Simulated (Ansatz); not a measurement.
# Computed properties of Ba$_{2}$HfO$_{4}$

Ba2HfO4:
```yaml
crystal:
  lattice:
    - [-2.08313, 2.08313, 6.74103]
    - [2.08313, -2.08313, 6.74103]
    - [2.08313, 2.08313, -6.74103]
  atoms:
    - { symbol: Ba, position: [0.35236, 0.35236, 0.00000] }
    - { symbol: Ba, position: [0.64764, 0.64764, 0.00000] }
    - { symbol: Hf, position: [0.00000, 0.00000, 0.00000] }
    - { symbol: O, position: [0.50000, 0.00000, 0.50000] }
    - { symbol: O, position: [0.00000, 0.50000, 0.50000] }
    - { symbol: O, position: [0.15607, 0.15607, 0.00000] }
    - { symbol: O, position: [0.84393, 0.84393, 0.00000] }
```

Space group I4/mmm (No. 139); conventional cell a = 4.1663 Å, b = 4.1663 Å, c = 13.4821 Å, α = 90.00°, β = 90.00°, γ = 90.00°.

Method: plane-wave PAW r²SCAN (Ansatz code). The cell and atoms are relaxed at this level. Other levels are named where they apply.

### Cell and energy

```json
{
 "volume_per_atom": "16.72 Å³",
 "density": "7.34 g/cm³",
 "Formation energy from the elements (no fitted shifts)": "-3.40 eV/atom"
}
```

### Electronic structure

```json
{
  "band_gap": "3.84 eV (indirect)",
  "valence_band_maximum": "on the S0–Γ line, 51 % of the way from S0 (k = -0.135, 0.130, 0.135 in fractions of the reciprocal vectors)",
  "conduction_band_minimum": "at M",
  "smallest_direct_gap_on_the_standard_path": "4.04 eV",
  "electron_effective_mass": "0.48, 0.48, 0.74 mₑ (principal values)",
  "Electron effective mass with spin–orbit coupling": "0.48, 0.48, 0.74 mₑ (principal values)",
  "hole_effective_mass": "0.85, 1.9, 3.4 mₑ (principal values)",
  "Hole effective mass with spin–orbit coupling": "0.86, 1.9, 3.1 mₑ (principal values)",
  "HSE06 gap on the r²SCAN cell": "4.85 eV",
  "Gap with spin–orbit coupling": "3.83 eV"
}
```

### Mechanics

```json
{
 "Bulk modulus (Birch–Murnaghan fit)": "117 GPa",
 "Pressure derivative B′": "5.3"
}
```

### Charges

```json
{
  "bader_charges": "Ba +1.54, Hf +2.65, O -1.45 to -1.42 e"
}
```

The workflow started from a Materials Project entry (that database holds measured and hypothetical structures alike); the Crystallography Open Database copy checked does not list it. Whether it is the stable phase at ambient conditions was not checked. The cell was relaxed with r²SCAN under the symmetry of its start; whether a distortion lowers the energy is not shown. The run is not spin-polarised. The references are the lowest solids computed at this level, not always the standard phases (solids in place of the gases). Scalar-relativistic: spin–orbit coupling is off unless named, which matters more the heavier the elements.

Potentials: the later of the program's two PAW sets.
